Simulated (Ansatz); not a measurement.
This cell of CoSn (CoSn type, space group P6/mmm) is off equilibrium:

```xyz
6
Lattice="5.0979 0.0000 0.0000 -2.5490 4.4150 0.0000 0.0000 0.0000 4.0731" Properties=species:S:1:pos:R:3 pbc="T T T"
Co     2.5490     0.0000     0.0000
Co     1.2745     2.2075     0.0000
Co    -1.2745     2.2075     0.0000
Sn     0.0000     0.0000     0.0000
Sn     0.0000     2.9433     2.0366
Sn     2.5490     1.4717     2.0366
```

All values below come from r2SCAN (plane waves to 500 eV, PAW, scalar-relativistic; Ansatz, an electronic-structure program). k mesh 10×10×11 (Γ-centred), Fermi-Dirac smearing 0.05 eV. E stands for the smeared free energy. Stress and pressure are positive under compression. With partly filled bands, the response to shear is sensitive to the k mesh, so small differences along c/a are uncertain. CoSn is run without spin polarisation. CoSn was relaxed with its symmetry unable to fall.

Task: Give the stress tensor in GPa and the pressure.

Result: 
```
   14.6      0.0      0.0
    0.0     14.6      0.0
    0.0      0.0     14.5
```
The pressure, a third of the trace, is 14.6 GPa.

Task: It is the relaxed cell deformed to V/V₀ = 0.920, (c/a)/(c/a)₀ = 1.000, c along z, fractional positions held. What is its energy relative to the relaxed cell?

Result: 56 meV/atom.

(A scan under strain: stresses follow from slopes of the energy per volume, elastic moduli from its curvatures.)
